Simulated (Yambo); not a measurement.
A G0W0@PBEsol run in Yambo for BaPdS2 (space group Cmcm, No. 63) (2×2×2 Γ-centred k mesh, bands 9 to 304 and a 7 Ry block in the screening, 304 bands in G with the Bruneval-Gonze terminator, plasmon pole fitted at 27.2 eV) gives these matrix elements, in eV, at the band edges (Γ → Γ):

```tsv
state	E0	<Vxc>	<Σx>	<Σc(E0)>	Z
valence edge	0.000	-21.871	-26.213	4.090	0.767
conduction edge	0.247	-15.930	-13.430	-2.055	0.783
```

### Question
Solve the linearised quasiparticle equation for both states, give the gap, and say how exchange and correlation each act on it.

### Answer
E = E0 + Z(Σx + Σc − Vxc). Valence: 0.000 + 0.767 × (-26.213 + (4.090) − (-21.871)) = -0.19 eV. Conduction: 0.247 + 0.783 × (-13.430 + (-2.055) − (-15.930)) = 0.60 eV. The gap is 0.79 eV, against 0.25 eV in PBEsol. Replacing Vxc by bare exchange alone would open it by 6.84 eV; correlation takes back 6.14 eV of that, and Z scales what is left. Nearest settings tried, and what they do to the gap: 198 bands in G: +6 meV; 198 bands in W, 198 bands in G: +12 meV; 3 Ry block (137 vectors against 437): +71 meV. Not varied: mesh. So the settings aren't converged at that level. The k mesh is coarse. Spin-orbit splittings are left out.

Geometry of the Materials Project entry, not relaxed at this level; primitive cell a = b = 6.3884 Å, c = 5.6590 Å, α = β = 90.00°, γ = 115.33°.

The structure is a Materials Project entry; no match was found in the copy of COD used, and its stability was not checked.
